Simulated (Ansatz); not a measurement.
A: SiC (6H type, space group P6_3mc), a = 3.0950 Å, b = 3.0950 Å, c = 15.1865 Å, α = 90.00°, β = 90.00°, γ = 120.00°
B: GaCuSe2 (chalcopyrite), a = b = 5.6720 Å, c = 11.2632 Å, α = β = γ = 90.00°
C: Ga$_{2}$O$_{3}$ (beta-Ga2O3 type, space group C2/m), a = 12.4560 Å, b = 3.0833 Å, c = 5.8773 Å, α = γ = 90.00°, β = 103.70°
D: Te (trigonal-Te type, space group P3_121), a = b = 4.5211 Å, c = 5.9549 Å, α = β = 90.00°, γ = 120.00°

Scan: energy against volume (even scaling of the relaxed cell, symmetry kept). One method and one kind of scan serve all of them; meshes and ranges differ. All were relaxed with their symmetry unable to fall. At this level the bands of GaCuSe2 touch or barely overlap; measurements give the solid a gap. GaCuSe2 is run without spin polarisation. Spin-orbit coupling is left out. The PAW data are Ansatz's earlier set.

Q: Rank these by bulk modulus at fixed cell shape (fitted) (highest first), as PBE (plane waves to 420 eV, PAW, scalar-relativistic; Ansatz, a first-principles code) gives it.

A: A (213 GPa), C (157 GPa), B (60.1 GPa), D (23.2 GPa)

(Under strain, the slope of the energy per volume gives the stress and its curvature an elastic modulus.)
